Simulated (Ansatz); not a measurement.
The start is a randomly generated symmetric cell of Pt (space group No. 217). The cell and all atomic positions are relaxed at zero pressure with PBEsol (plane waves to 420 eV, PAW, scalar-relativistic; Ansatz, a first-principles code). The first steps use a coarse 9×9×9 k-mesh.

The start:
```
Pt
1.0
   -2.59692     2.59692     2.59692
    2.59692    -2.59692     2.59692
    2.59692     2.59692    -2.59692
Pt
4
Direct
  0.55381   0.55381   0.55381
  0.00000   0.00000   0.44619
  0.00000   0.44619   0.00000
  0.44619   0.00000   0.00000
```

Largest initial force: 1.02 eV/Å, on Pt1, Pt2, Pt3, Pt4 (atoms numbered as listed)
Outcome: The space group stays I-43m (No. 217) (the run could not lower it), with 4 atoms in the primitive cell
Energy released: 0.22 eV/atom
Volume change: -7.2 %, from 17.51 to 16.25 Å³/atom
Band gap at the end: zero (metallic)
Optimiser moves: 7

The end point of the relaxation:

```cif
data_Pt8
_chemical_formula_sum 'Pt8'
_space_group_name_H-M_alt 'I-43m'
_space_group_IT_number 217
_space_group_name_Hall 'I -4 2 3'
_cell_length_a 5.06545
_cell_length_b 5.06545
_cell_length_c 5.06545
_cell_angle_alpha 90.000
_cell_angle_beta 90.000
_cell_angle_gamma 90.000
loop_
_atom_site_label
_atom_site_type_symbol
_atom_site_symmetry_multiplicity
_atom_site_Wyckoff_symbol
_atom_site_fract_x
_atom_site_fract_y
_atom_site_fract_z
_atom_site_occupancy
Pt1 Pt 8 c 0.30133 0.30133 0.30133 1
```
(The calculation used a cell of 4 atoms; values per cell refer to that cell.)

Final values are on a 13×13×13 k-mesh of the relaxed cell. No spin polarisation in the result.

The run could not lower the symmetry of its start; a shaken copy of this end point relaxes with PBEsol to I4/mmm (No. 139), 0.23 eV/atom lower.

The relaxed structure here is a generated cell of Pt: the first start was made by a random draw of sites in a space group, and the end was not matched to a known phase here, so it may be hypothetical. Known forms of Pt include space group No. 225.
